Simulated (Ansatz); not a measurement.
Space group P-3m1 (No. 164). a = 4.299 Å, b = 4.299 Å, c = 7.136 Å, α = 90.00°, β = 90.00°, γ = 120.00°
```json
{"atom": "Ba", "site": "1a", "symmetry": "-3m.", "x": "0.0000", "y": "0.0000", "z": "0.0000"}
{"atom": "Li", "site": "2d", "symmetry": "3m.", "x": "0.6667", "y": "0.3333", "z": "0.6124"}
{"atom": "S", "site": "2d", "symmetry": "3m.", "x": "0.6667", "y": "0.3333", "z": "0.2716"}
```

Equation of state of this BaLi2S2 structure (not necessarily the ground state), with shape and atoms relaxed at each volume where symmetry leaves them free. Level of theory: Ansatz, DFT PBE, scalar-relativistic, plane waves, PAW.

Cutoff 420 eV; k points 6×6×4 on the computed 5-atom cell (Γ-centred); Gaussian smearing, width 0.02 eV; no spin polarisation.

```
V (Å³/atom)  E − E(largest V) (meV/atom)  P (GPa)  gap on mesh (eV)
     20.100                        24.50     6.20              2.57
     20.785                         2.19     4.29              2.64
     21.470                       -12.50     2.64              2.70
     22.156                       -20.65     1.22              2.76
     22.841                       -23.15    -0.02              2.80
     23.526                       -20.79    -1.07              2.85
     24.211                       -14.24    -1.98              2.88
     25.125                         0.00    -2.99              2.92
```

Problem. Fit a third-order Birch–Murnaghan equation, E = E0 + (9V0B0/16)·[(x − 1)³B0' + (x − 1)²(6 − 4x)] with x = (V0/V)^(2/3), to E(V).

Solution. V0 = 22.83 Å³/atom, B0 = 38 GPa, B0' = 3.9.

Spin-orbit coupling is left out, which matters for the bands of heavy elements.

The cell was found from a structure generator's guess, not taken from experiment.
